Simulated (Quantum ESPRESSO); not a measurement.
Zr2TaO5F3, a curve over strain

A calculation, not a measurement. The program is pw.x of Quantum ESPRESSO 7.5 (plane-wave density functional theory). The cell is made up: 11 atoms on a fluorite lattice with one site empty, with randomly drawn elements, strain and displacements, not relaxed. PseudoDojo standard norm-conserving files (v0.5 for PBE, v0.4.1 for LDA and PBEsol) set the functional; there is no spin polarisation, spin-orbit coupling or dispersion term, and the masses in the input are unused placeholders. A spin-polarised start on this cell or one of its family kept no moment.

Seven runs add a strain to one cell (the same along x and y); the atoms follow the cell and are not relaxed. Stress in the table is positive in tension.

Input of the run at -0.0016:

```
&control calculation='scf', pseudo_dir='./dojo.nc.sr.pbe.v0_5.standard.upf', outdir='./o', disk_io='low', tprnfor=.true., tstress=.true. /
&system ibrav=0, nat=11, ntyp=4, nbnd=50, ecutwfc=84.00895049, nosym=.true., tot_charge=0,
 occupations='smearing', smearing='fd', degauss=0.0018374661
/
&electrons conv_thr=7.350e-09, electron_maxstep=60, /
ATOMIC_SPECIES
F 1.0 F.upf
O 1.0 O.upf
Ta 1.0 Ta.upf
Zr 1.0 Zr.upf
CELL_PARAMETERS angstrom
5.167 0.0 0.0
0.0 5.167 0.0
0.0 0.0 5.1753
ATOMIC_POSITIONS angstrom
Zr -0.0938 0.149 0.0037
Zr 0.0424 2.5047 2.5982
Ta 2.5971 2.6031 0.019
O 1.3611 1.1777 1.1551
O 1.3389 1.3275 3.9883
O 1.4211 3.9561 1.2169
O 1.3413 3.8524 3.7507
F 3.9835 1.1879 1.3536
F 3.8516 1.2578 3.7779
F 3.8626 3.8956 1.2431
O 3.865 3.9349 3.8573
K_POINTS automatic
4 4 4 1 1 1
```

| added strain | free energy less that of the input shown (eV) | stress xx (GPa) | stress yy (GPa) | stress zz (GPa) | stress xy (GPa) | pressure (GPa) | next band up at Gamma (eV) | iterations |
| --- | --- | --- | --- | --- | --- | --- | --- | --- |
| -0.0230 | -0.4463 | 9.18 | 6.59 | 6.94 | 1.95 | -7.57 | 0.791 | 18 |
| -0.0016 | 0.0000 | 17.55 | 15.02 | 9.28 | 2.58 | -13.95 | 0.771 | 19 |
| +0.0070 | 0.2639 | 20.43 | 17.93 | 10.00 | 2.79 | -16.12 | 0.748 | 18 |
| +0.0129 | 0.4718 | 22.26 | 19.77 | 10.42 | 2.92 | -17.48 | 0.727 | 18 |
| +0.0160 | 0.5880 | 23.17 | 20.70 | 10.62 | 2.98 | -18.16 | 0.714 | 19 |
| +0.0185 | 0.6859 | 23.88 | 21.42 | 10.77 | 3.03 | -18.69 | 0.703 | 18 |
| +0.0205 | 0.7665 | 24.44 | 21.98 | 10.89 | 3.07 | -19.10 | 0.694 | 19 |

A cubic fit gives a slope of stress xx against the added strain of 344 GPa at zero added strain, with the atoms clamped. Across the table the free energy follows the integral of the stress to within 3.5 meV. A rerun of one of the cells at 1467 eV and a 6 x 6 x 6 mesh moved values by no more than 0.002 eV in energy, 0.04 GPa in stress and 0.005 eV/Å in force. The band column is the level of band 45 at Gamma less that of band 44, whose number is half the electron count, rounded up; it comes from a band step after each run.